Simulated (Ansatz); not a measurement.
## Mg$_{2}$NCl: input, output and frames of a trajectory

All numbers below come from DFT PBE, scalar-relativistic, plane waves, PAW in Ansatz 0.2.0. Cutoff 420 eV, shifted (0.5, 0.5, 0.5 steps) 2×2×2 k-points, Fermi–Dirac smearing of 0.16 eV. The mesh is coarse. No spin polarisation.

16 atoms, starting at 1.06 times the perfect crystal's volume (space group R-3m, the cell as given, not relaxed at this level); Langevin thermostat and barostat at 1800 K (friction 0.05 fs⁻¹), target pressure 2 GPa; 61 steps of 2 fs. The run is short and not equilibrated. The steps keep the starting cell's plane waves.

The calculation hadn't finished when its time ran out.

Command:
```bash
ansatz run input.yaml --threads 4 --pin off --max-ram 5120MiB --backend cpu --events-out ev --progress --plain --runs-dir out
```

Input:
```yaml
crystal:
  lattice:
    - [3.3864739511, -5.8655449418, 0.0]
    - [-3.3864739511, -5.8655449418, 0.0]
    - [0.0, -3.9103632945, -6.1207123219]
  atoms:
    - { symbol: Mg, position: [0.722815, 0.722815, 0.331555] }
    - { symbol: Mg, position: [0.222815, 0.722815, 0.331555] }
    - { symbol: Mg, position: [0.722815, 0.222815, 0.331555] }
    - { symbol: Mg, position: [0.222815, 0.222815, 0.331555] }
    - { symbol: Mg, position: [0.277185, 0.277185, 0.668445] }
    - { symbol: Mg, position: [0.777185, 0.277185, 0.668445] }
    - { symbol: Mg, position: [0.277185, 0.777185, 0.668445] }
    - { symbol: Mg, position: [0.777185, 0.777185, 0.668445] }
    - { symbol: "N", position: [0.0, 0.0, 0.5] }
    - { symbol: "N", position: [0.5, 0.0, 0.5] }
    - { symbol: "N", position: [0.0, 0.5, 0.5] }
    - { symbol: "N", position: [0.5, 0.5, 0.5] }
    - { symbol: Cl, position: [0.5, 0.5, 0.0] }
    - { symbol: Cl, position: [0.0, 0.5, 0.0] }
    - { symbol: Cl, position: [0.5, 0.0, 0.0] }
    - { symbol: Cl, position: [0.0, 0.0, 0.0] }
basis:
  ecutwfc: 420
kpoints:
  mp_grid: { grid: [2, 2, 2], shift: [0.5, 0.5, 0.5] }
hamiltonian:
  xc: pbe
scf:
  occupations: { method: fermi_dirac, width: 0.1551 }
  lower_state_search: "off"
  convergence: { dr2_threshold: 1.0e-07 }
output:
  forces: true
  stress: true
md:
  timestep: 2.0
  n_steps: 61
  ensemble: npt_langevin
  temperature: 1800.0
  initial_velocities: maxwell_boltzmann
  seed: 13359
  friction: 0.05
  pressure: 2.0
```

Output (its end):
```
...
  k-point 2: bands = ["-68.1457", "-68.0864", "-67.6410", "-67.4993", "-67.4408", "-67.2911", "-67.2466", "-67.0887", "-34.9573", "-34.9238", "-34.8924", "-34.8534", "-34.8273", "-34.7846", "-34.4584", "-34.4005", "-34.3393", "-34.3302", "-34.2661", "-34.2265", "-34.2119", "-34.1892", "-34.1394", "-34.0808", "-34.0628", "-34.0444", "-34.0210", "-33.9917", "-33.9424", "-33.9154", "-33.8338", "-33.7818", "-9.1517", "-8.7413", "-8.1927", "-7.9015", "-6.2472", "-5.8209", "-5.0887", "-4.4898", "1.3249", "1.7116", "1.8061", "2.0762", "2.2899", "2.3716", "2.6102", "2.9240", "3.2978", "3.5172", "3.8089", "4.0150", "4.1237", "4.2562", "4.3618", "4.6046", "5.0046", "5.2715", "5.4867", "5.7088", "6.1261", "6.1555", "6.3635", "6.5435", "10.1477", "10.8329", "11.2683", "11.4857", "11.9089", "12.1217", "12.2289", "12.8317", "12.9775", "13.4171", "13.7202", "13.9229", "14.1296", "14.3222", "14.5655", "14.7415", "14.8630", "15.3099"]
  k-point 3: bands = ["-68.1457", "-68.0864", "-67.6410", "-67.4993", "-67.4408", "-67.2911", "-67.2466", "-67.0887", "-34.9573", "-34.9238", "-34.8924", "-34.8534", "-34.8274", "-34.7846", "-34.4584", "-34.4006", "-34.3393", "-34.3302", "-34.2661", "-34.2265", "-34.2119", "-34.1892", "-34.1394", "-34.0807", "-34.0628", "-34.0444", "-34.0210", "-33.9918", "-33.9424", "-33.9154", "-33.8338", "-33.7818", "-9.1516", "-8.7391", "-8.1975", "-7.9015", "-6.2399", "-5.8273", "-5.0828", "-4.4933", "1.2624", "1.6988", "1.7577", "2.1542", "2.3750", "2.3969", "2.6777", "2.8676", "3.3427", "3.6016", "3.7083", "3.9460", "4.0823", "4.2380", "4.4300", "4.5348", "4.9822", "5.2829", "5.4407", "5.8090", "5.9311", "6.2205", "6.3351", "6.6777", "10.0856", "10.7499", "11.2267", "11.5770", "11.9890", "12.0681", "12.2691", "12.8536", "13.2447", "13.4656", "13.6131", "13.8301", "14.0357", "14.3447", "14.6782", "14.8226", "15.1063", "15.2661"]
End of that report.
Error: SIGTERM received: cancelled by the caller after 1 completed SCF iterations
```

Frames along the run (Å, eV/Å; dE is the potential energy from the first frame):

```xyz
16
Lattice="3.386 -5.866 0.000 -3.386 -5.866 0.000 0.000 -3.910 -6.121" Properties=species:S:1:pos:R:3:forces:R:3 pbc="T T T" time_fs=0.00 dE_eV=0.0000 T_K=1688
Mg    0.000   -9.776   -2.029    0.000   -0.008   -0.230
Mg   -1.693   -6.843   -2.029    0.000   -0.008   -0.230
Mg    1.693   -6.843   -2.029    0.000   -0.008   -0.230
Mg    0.000   -3.910   -2.029    0.000   -0.008   -0.230
Mg    0.000   -5.866   -4.091    0.000    0.008    0.230
Mg    1.693   -8.798   -4.091    0.000    0.008    0.230
Mg   -1.693   -8.798   -4.091    0.000    0.008    0.230
Mg    0.000  -11.731   -4.091    0.000    0.008    0.230
N     0.000   -1.955   -3.060    0.000    0.000    0.000
N     1.693   -4.888   -3.060    0.000    0.000    0.000
N    -1.693   -4.888   -3.060    0.000    0.000    0.000
N     0.000   -7.821   -3.060    0.000    0.000    0.000
Cl    0.000   -5.866    0.000    0.000    0.000    0.000
Cl   -1.693   -2.933    0.000    0.000    0.000    0.000
Cl    1.693   -2.933    0.000    0.000    0.000    0.000
Cl    0.000    0.000    0.000    0.000    0.000    0.000
16
Lattice="3.382 -5.858 0.000 -3.382 -5.858 0.000 0.000 -3.906 -6.113" Properties=species:S:1:pos:R:3:forces:R:3 pbc="T T T" time_fs=6.00 dE_eV=0.2209 T_K=1574
Mg    0.026   -9.699   -2.094   -0.119   -0.436    0.164
Mg   -1.688   -6.884   -2.038    0.039    0.384    0.080
Mg    1.653   -6.862   -2.043    0.205    0.460    0.012
Mg    0.064   -3.914   -1.971   -0.165   -0.147   -0.533
Mg   -0.041   -5.868   -4.153    0.218    0.407    0.568
Mg    1.690   -8.787   -4.052    0.215    0.129   -0.281
Mg   -1.727   -8.765   -4.126    0.121   -0.417    0.274
Mg    0.022  -11.765   -4.028   -0.197    0.532    0.081
N     0.005   -1.989   -3.065    0.101    0.462    0.108
N     1.744   -4.840   -2.969   -0.317   -0.406   -0.573
N    -1.673   -4.768   -3.093    0.016   -1.172    0.124
N    -0.002   -7.792   -3.045   -0.150    0.195   -0.286
Cl   -0.062   -5.853   -0.011    0.156    0.005   -0.009
Cl   -1.674   -2.909   -0.032   -0.080    0.083    0.109
Cl    1.669   -2.916    0.052    0.037    0.012    0.034
Cl    0.024    0.039   -0.050   -0.080   -0.091    0.130
16
Lattice="3.376 -5.848 0.000 -3.376 -5.848 0.000 0.000 -3.899 -6.102" Properties=species:S:1:pos:R:3:forces:R:3 pbc="T T T" time_fs=12.00 dE_eV=0.7527 T_K=1193
Mg    0.060   -9.683   -2.130   -0.505   -0.631    0.655
Mg   -1.653   -6.909   -2.051   -0.282    0.254    0.525
Mg    1.612   -6.900   -2.071    0.624    1.022    0.353
Mg    0.064   -3.923   -1.945    0.209   -0.142   -0.732
Mg   -0.122   -5.874   -4.157    0.682    0.739    0.308
Mg    1.650   -8.761   -3.995    0.724    0.427   -1.312
Mg   -1.708   -8.751   -4.157   -0.093   -0.800    0.272
Mg    0.027  -11.768   -3.967   -0.426    0.554   -0.194
N     0.022   -2.081   -3.098    0.115    1.441    0.424
N     1.783   -4.804   -2.972   -0.518   -0.792   -0.489
N    -1.634   -4.678   -3.103   -0.211   -2.367    0.265
N     0.005   -7.784   -3.067   -0.404    0.340   -0.167
Cl   -0.103   -5.824   -0.034    0.318   -0.026   -0.083
Cl   -1.664   -2.901   -0.043   -0.141    0.241    0.124
Cl    1.648   -2.868    0.114    0.043   -0.027   -0.075
Cl    0.023    0.096   -0.126   -0.136   -0.233    0.125
16
Lattice="3.371 -5.840 0.000 -3.371 -5.840 0.000 0.000 -3.893 -6.094" Properties=species:S:1:pos:R:3:forces:R:3 pbc="T T T" time_fs=16.00 dE_eV=1.1628 T_K=1358
Mg    0.062   -9.690   -2.146   -0.443   -0.403    0.869
Mg   -1.621   -6.924   -2.043   -0.469    0.119    0.461
Mg    1.602   -6.911   -2.062    0.750    1.181    0.317
Mg    0.064   -3.929   -1.940    0.422   -0.121   -0.847
Mg   -0.171   -5.875   -4.168    0.902    0.789    0.259
Mg    1.647   -8.742   -3.965    1.001    0.550   -1.708
Mg   -1.681   -8.742   -4.194   -0.222   -0.856    0.453
Mg    0.018  -11.731   -3.943   -0.382    0.242   -0.231
N     0.056   -2.140   -3.109   -0.030    2.069    0.544
N     1.813   -4.768   -2.976   -0.800   -1.118   -0.475
N    -1.620   -4.649   -3.102   -0.251   -2.816    0.236
N     0.027   -7.780   -3.103   -0.623    0.477    0.189
Cl   -0.136   -5.800   -0.059    0.482   -0.125   -0.137
Cl   -1.656   -2.911   -0.046   -0.160    0.421    0.093
Cl    1.647   -2.845    0.165    0.035    0.002   -0.180
Cl    0.021    0.146   -0.171   -0.210   -0.410    0.157
16
Lattice="3.366 -5.830 0.000 -3.366 -5.830 0.000 0.000 -3.887 -6.084" Properties=species:S:1:pos:R:3:forces:R:3 pbc="T T T" time_fs=22.00 dE_eV=1.6150 T_K=1158
Mg    0.039   -9.715   -2.161    0.077    0.158    1.264
Mg   -1.576   -6.958   -2.051   -0.691    0.077    0.421
Mg    1.630   -6.893   -2.065    0.805    1.186    0.457
Mg    0.060   -3.967   -1.952    0.642    0.221   -0.901
Mg   -0.244   -5.877   -4.175    1.233    0.805    0.027
Mg    1.650   -8.711   -3.923    1.706    0.164   -2.045
Mg   -1.613   -8.722   -4.240   -0.571   -0.811    0.568
Mg   -0.027  -11.649   -3.905    0.170   -0.509   -0.678
N     0.115   -2.165   -3.129   -0.151    2.171    0.755
N     1.831   -4.761   -2.987   -1.149   -0.966   -0.357
N    -1.594   -4.653   -3.085   -0.638   -2.576    0.041
N     0.112   -7.744   -3.152   -1.649    0.303    0.796
Cl   -0.140   -5.775   -0.107    0.614   -0.218   -0.089
Cl   -1.640   -2.906   -0.029   -0.174    0.513   -0.040
Cl    1.655   -2.807    0.235    0.077   -0.001   -0.417
Cl    0.038    0.184   -0.212   -0.300   -0.517    0.200
16
Lattice="3.361 -5.822 0.000 -3.361 -5.822 0.000 0.000 -3.881 -6.075" Properties=species:S:1:pos:R:3:forces:R:3 pbc="T T T" time_fs=28.00 dE_eV=1.8361 T_K=1026
Mg   -0.011   -9.699   -2.131    0.898    0.335    1.094
Mg   -1.524   -6.962   -2.084   -0.846    0.317    0.405
Mg    1.663   -6.849   -2.114    0.694    1.162    0.904
Mg    0.085   -3.955   -1.972    0.498    0.212   -0.948
Mg   -0.296   -5.848   -4.189    1.605    0.511   -0.268
Mg    1.677   -8.652   -3.907    1.977   -1.101   -1.989
Mg   -1.565   -8.715   -4.293   -0.739   -0.643    0.682
Mg   -0.061  -11.601   -3.883    1.000   -0.816   -1.106
N     0.158   -2.138   -3.153   -0.177    1.828    0.799
N     1.843   -4.785   -2.979   -1.550   -0.436   -0.317
N    -1.555   -4.725   -3.081   -1.302   -1.075    0.056
N     0.169   -7.709   -3.182   -2.341    0.129    1.094
Cl   -0.128   -5.708   -0.136    0.680   -0.423    0.010
Cl   -1.611   -2.884   -0.039   -0.282    0.541   -0.184
Cl    1.658   -2.761    0.269    0.192    0.015   -0.608
Cl    0.048    0.213   -0.260   -0.308   -0.556    0.375
16
Lattice="3.357 -5.815 0.000 -3.357 -5.815 0.000 0.000 -3.877 -6.068" Properties=species:S:1:pos:R:3:forces:R:3 pbc="T T T" time_fs=32.00 dE_eV=1.6728 T_K=1752
Mg   -0.016   -9.690   -2.116    1.137    0.376    0.844
Mg   -1.498   -6.977   -2.081   -0.881    0.568    0.294
Mg    1.680   -6.803   -2.134    0.273    0.682    1.052
Mg    0.118   -3.951   -1.995    0.169    0.304   -0.845
Mg   -0.310   -5.818   -4.190    1.622    0.100   -0.386
Mg    1.718   -8.621   -3.919    1.584   -1.334   -1.552
Mg   -1.528   -8.712   -4.325   -0.840   -0.379    0.876
Mg   -0.083  -11.604   -3.879    1.357   -0.616   -1.064
N     0.199   -2.063   -3.131   -0.581    1.031    0.475
N     1.828   -4.807   -2.930   -1.413   -0.239   -0.706
N    -1.557   -4.784   -3.055   -1.276   -0.136   -0.067
N     0.142   -7.733   -3.194   -1.499    0.226    1.057
Cl   -0.109   -5.645   -0.140    0.704   -0.655    0.077
Cl   -1.590   -2.879   -0.081   -0.326    0.653   -0.138
Cl    1.659   -2.716    0.276    0.249    0.010   -0.579
Cl    0.045    0.232   -0.283   -0.279   -0.590    0.664
16
Lattice="3.353 -5.808 0.000 -3.353 -5.808 0.000 0.000 -3.872 -6.061" Properties=species:S:1:pos:R:3:forces:R:3 pbc="T T T" time_fs=38.00 dE_eV=1.7838 T_K=2058
Mg    0.002   -9.683   -2.099    1.320    0.605    0.468
Mg   -1.509   -6.985   -2.068   -0.338    0.938    0.313
Mg    1.696   -6.691   -2.131   -0.351   -0.859    1.089
Mg    0.175   -3.977   -2.045   -0.624    0.821   -0.159
Mg   -0.318   -5.765   -4.194    1.715   -0.906   -0.716
Mg    1.850   -8.638   -3.970    0.033   -0.482   -0.363
Mg   -1.481   -8.700   -4.313   -0.817   -0.042    0.750
Mg   -0.109  -11.607   -3.890    1.544   -0.163   -0.975
N     0.220   -1.895   -3.041   -1.414   -0.825   -0.445
N     1.799   -4.815   -2.859   -0.578    0.184   -1.703
N    -1.539   -4.902   -2.995   -1.440    1.322   -0.246
N     0.055   -7.777   -3.210    0.651    0.151    0.736
Cl   -0.066   -5.588   -0.183    0.638   -0.908    0.405
Cl   -1.570   -2.893   -0.136   -0.393    0.765    0.006
Cl    1.653   -2.664    0.264    0.335   -0.051   -0.385
Cl    0.053    0.229   -0.327   -0.281   -0.548    1.225
16
Lattice="3.355 -5.810 0.000 -3.355 -5.810 0.000 0.000 -3.874 -6.063" Properties=species:S:1:pos:R:3:forces:R:3 pbc="T T T" time_fs=44.00 dE_eV=2.4146 T_K=1872
Mg    0.044   -9.641   -2.096    1.054    0.195    0.399
Mg   -1.520   -6.956   -2.066    0.151    0.982    0.529
Mg    1.707   -6.595   -2.134   -0.632   -1.976    1.198
Mg    0.223   -3.997   -2.089   -1.575    1.375    0.619
Mg   -0.310   -5.752   -4.256    1.652   -1.301   -0.637
Mg    1.972   -8.727   -4.020   -0.716    0.383    0.244
Mg   -1.437   -8.684   -4.255   -0.839   -0.175    0.305
Mg   -0.110  -11.629   -3.904    1.386    0.423   -0.961
N     0.178   -1.763   -2.939   -1.545   -2.117   -1.201
N     1.775   -4.779   -2.851    0.958    0.392   -2.391
N    -1.501   -4.981   -2.972   -1.462    2.076   -0.605
N     0.022   -7.811   -3.155    1.379    0.481    0.155
Cl   -0.035   -5.515   -0.215    0.592   -1.003    0.761
Cl   -1.583   -2.862   -0.233   -0.371    0.677    0.369
Cl    1.663   -2.598    0.239    0.353   -0.220   -0.162
Cl    0.078    0.202   -0.325   -0.385   -0.192    1.379
16
Lattice="3.358 -5.817 0.000 -3.358 -5.817 0.000 0.000 -3.878 -6.070" Properties=species:S:1:pos:R:3:forces:R:3 pbc="T T T" time_fs=50.00 dE_eV=2.6158 T_K=1451
Mg    0.120   -9.623   -2.094    0.266   -0.120    0.258
Mg   -1.495   -6.900   -2.108   -0.333    0.406    0.988
Mg    1.716   -6.555   -2.110   -0.564   -1.934    0.713
Mg    0.226   -4.034   -2.089   -1.554    1.799    0.894
Mg   -0.274   -5.741   -4.279    1.838   -1.475   -0.571
Mg    2.056   -8.829   -4.036   -0.998    1.141    0.290
Mg   -1.440   -8.695   -4.207   -0.621   -0.329    0.309
Mg   -0.045  -11.670   -3.931    0.608    0.698   -0.795
N     0.124   -1.722   -2.879   -0.917   -2.415   -1.342
N     1.754   -4.746   -2.912    1.716    0.116   -2.218
N    -1.505   -5.008   -2.982   -1.213    2.351   -0.935
N    -0.004   -7.811   -3.091    1.652    0.517   -0.445
Cl   -0.003   -5.448   -0.216    0.513   -1.125    0.976
Cl   -1.607   -2.829   -0.296   -0.303    0.597    0.658
Cl    1.685   -2.558    0.240    0.342   -0.305   -0.116
Cl    0.092    0.172   -0.316   -0.432    0.078    1.336
16
Lattice="3.357 -5.814 0.000 -3.357 -5.814 0.000 0.000 -3.876 -6.067" Properties=species:S:1:pos:R:3:forces:R:3 pbc="T T T" time_fs=56.00 dE_eV=2.8399 T_K=1097
Mg    0.195   -9.617   -2.086   -0.426   -0.007    0.302
Mg   -1.449   -6.808   -2.142   -0.984   -0.430    1.657
Mg    1.736   -6.514   -2.060   -0.531   -1.752    0.258
Mg    0.201   -4.053   -2.109   -0.476    1.814    1.296
Mg   -0.251   -5.740   -4.238    2.137   -1.681   -0.843
Mg    2.099   -8.919   -4.011   -1.239    2.132   -0.139
Mg   -1.466   -8.741   -4.154   -0.142    0.050    0.343
Mg    0.012  -11.706   -3.931   -0.102    1.066   -1.222
N     0.096   -1.684   -2.842   -0.278   -2.859   -1.131
N     1.768   -4.726   -3.015    0.938   -0.113   -1.083
N    -1.523   -4.949   -2.968   -0.702    1.802   -1.293
N    -0.016   -7.804   -3.026    1.598    0.563   -0.950
Cl    0.024   -5.398   -0.182    0.512   -1.092    0.800
Cl   -1.637   -2.808   -0.323   -0.207    0.573    0.895
Cl    1.679   -2.533    0.253    0.384   -0.410   -0.139
Cl    0.102    0.128   -0.301   -0.481    0.343    1.248
16
Lattice="3.355 -5.810 0.000 -3.355 -5.810 0.000 0.000 -3.874 -6.063" Properties=species:S:1:pos:R:3:forces:R:3 pbc="T T T" time_fs=60.00 dE_eV=3.0277 T_K=1427
Mg    0.212   -9.618   -2.071   -0.539    0.317    0.362
Mg   -1.425   -6.739   -2.143   -1.083   -0.943    1.681
Mg    1.747   -6.503   -2.064   -0.605   -1.813    0.306
Mg    0.225   -4.052   -2.138   -0.482    2.026    1.970
Mg   -0.196   -5.720   -4.183    1.870   -1.779   -1.052
Mg    2.140   -8.949   -4.003   -1.554    2.749   -0.453
Mg   -1.474   -8.769   -4.126    0.179    0.725    0.035
Mg    0.035  -11.716   -3.917   -0.148    1.294   -1.723
N     0.083   -1.686   -2.846    0.193   -2.890   -0.879
N     1.773   -4.709   -3.088    0.641   -0.779   -0.427
N    -1.551   -4.861   -2.949    0.062    0.486   -1.510
N    -0.008   -7.818   -3.012    1.205    1.070   -0.852
Cl    0.040   -5.371   -0.176    0.473   -1.069    0.592
Cl   -1.660   -2.792   -0.316   -0.149    0.570    0.988
Cl    1.672   -2.549    0.262    0.413   -0.388   -0.182
Cl    0.104    0.101   -0.294   -0.475    0.425    1.145
16
Lattice="3.352 -5.805 0.000 -3.352 -5.805 0.000 0.000 -3.870 -6.058" Properties=species:S:1:pos:R:3:forces:R:3 pbc="T T T" time_fs=66.00 dE_eV=3.6883 T_K=1964
Mg    0.283   -9.628   -2.043   -0.843    0.978    0.229
Mg   -1.400   -6.633   -2.153   -0.799   -1.675    1.727
Mg    1.805   -6.542   -2.107   -1.385   -1.435    0.625
Mg    0.315   -4.033   -2.163   -0.753    2.024    2.474
Mg   -0.106   -5.675   -4.120    1.562   -1.981   -1.479
Mg    2.208   -8.931   -4.036   -1.934    2.884   -0.569
Mg   -1.476   -8.817   -4.072    0.824    2.568   -1.056
Mg    0.072  -11.744   -3.912    0.012    1.513   -2.304
N     0.058   -1.719   -2.818    1.094   -2.623   -1.155
N     1.792   -4.691   -3.260    0.044   -2.633    1.487
N    -1.556   -4.760   -2.962    0.954   -0.853   -1.500
N    -0.009   -7.839   -3.029    0.875    1.661   -0.348
Cl    0.084   -5.361   -0.172    0.330   -0.893    0.201
Cl   -1.680   -2.746   -0.312   -0.119    0.399    1.117
Cl    1.659   -2.570    0.309    0.505   -0.530   -0.470
Cl    0.105    0.067   -0.323   -0.366    0.598    1.021
```